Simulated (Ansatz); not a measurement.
TlBr (CsCl type, Pm-3m), PBE+D3(BJ) in the plane-wave PAW code Ansatz. The conduction-band minimum lies at X, with 3 equivalent valleys. Second derivatives d²E/dk² of the lowest band at one valley (eV·Å²), along Cartesian directions:

```csv
direction,d²E/dk²
[100],33.72
[010],33.72
[001],47.28
[110],33.72
[101],40.47
[011],40.47
```

Question: Find the principal effective masses, the density-of-states mass and the conductivity mass.

Answer: Off-diagonal terms follow from H_xy = H[110] − (H_xx + H_yy)/2, and m*/mₑ = 7.620 eV·Å² over each eigenvalue: 0.16, 0.23, 0.23. One valley's DOS mass (m₁m₂m₃)^(1/3) = 0.20, conductivity mass 3/(Σ 1/mᵢ) = 0.20 mₑ.

Question: What effective density of states Nc follows at 300 K for parabolic valleys?

Answer: Nc = 2.509e19 × 3 × (0.20)^(3/2) ≈ 6.7e18 cm⁻³.

Question: With the computed static dielectric constant 48.8 (mean of the diagonal), estimate a hydrogenic donor's binding energy and radius.

Answer: E = 13.606 eV × 0.20/48.8² ≈ 1.1 meV; a = 0.529 Å × ε/m* ≈ 130 Å. Semilocal masses tend to be too small where the gap is.

Question: With ε∞ = 6.04 and ω_LO = 107 cm⁻¹, what Fröhlich coupling constant follows?

Answer: α = (1/ε∞ − 1/ε0) √(m* × 13.606 eV/ħω_LO) = 2.1.

The PBE+D3(BJ) relaxation kept the symmetry of its start; phonons on a q-mesh show no instability. Scalar-relativistic: spin–orbit coupling is off unless named, which matters more the heavier the elements.

Potentials: the later of the program's two PAW sets.
